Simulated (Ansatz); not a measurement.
AlRu:
Space group Pm-3m (No. 221); a = 2.9825 Å, b = 2.9825 Å, c = 2.9825 Å, α = 90.00°, β = 90.00°, γ = 90.00°

```json
[
 {"atom": "Ru", "site": "1a", "symmetry": "m-3m", "x": "0.0000", "y": "0.0000", "z": "0.0000"},
 {"atom": "Al", "site": "1b", "symmetry": "m-3m", "x": "0.5000", "y": "0.5000", "z": "0.5000"}
]
```

Relaxed with r²SCAN.

### Question
Tabulate the valence density and the electron localisation function along the shortest Ru–Al contact (2.58 Å), DFT-r²SCAN in the program Ansatz with PAW potentials.

### Answer


```
distance from Ru (Å)  density (e/Å³)   ELF
--------------------  --------------  ----
0.26                           10.44  0.55
0.39                            8.49  0.61
0.52                            6.23  0.64
0.65                            4.05  0.61
0.77                            2.27  0.55
0.90                            1.14  0.44
1.03                            0.67  0.35
1.16                            0.47  0.33
1.29                            0.36  0.37
1.42                            0.31  0.45
1.55                            0.28  0.49
1.68                            0.25  0.46
1.81                            0.21  0.34
1.94                            0.16  0.15
2.07                            0.11  0.04
2.20                            0.07  0.02
2.32                            0.06  0.04
```

The density is the valence pseudo-density with augmentation charge, so density and ELF within about 1 Å of a nucleus are not all-electron values.

The cell was relaxed with r²SCAN under the symmetry of its start. The run is not spin-polarised.

Potentials: the earlier of the program's two PAW sets.
